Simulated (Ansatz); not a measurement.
YN (zinc blende, F-43m), r²SCAN in the plane-wave PAW code Ansatz, all energies at zero smearing, with the estimated change up to a 700 eV cutoff added, with one set of potentials and settings (totals compare only within such a set). Cell of 2 atoms (1 N, 1 Y): -4247.896 eV.

```
element                reference phase  E (eV/atom)
-------  -----------------------------  -----------
N            Pa-3, 8 atoms in the cell    -384.8315
Y        P6_3/mmc, 2 atoms in the cell   -3859.7073
```

Formation energy per atom, worked out: (-4247.896 − 1×(-384.8315) − 1×(-3859.7073))/2 = -1.679 eV/atom (-162 kJ per mol of atoms), at 0 K, without zero-point energy or fitted corrections.

The start of the workflow was typed in or built on a structure type; the Crystallography Open Database copy checked does not list it. COD files the formula under space group No. 225, so this cell is another polymorph or a model. Whether it is the stable phase at ambient conditions was not checked. The r²SCAN relaxation kept the symmetry of its start; its stability against distortions is not shown here. The run is not spin-polarised. The references are the lowest solids computed at this level, not always the standard phases (solids in place of the gases).

Potentials: the later of the program's two PAW sets.
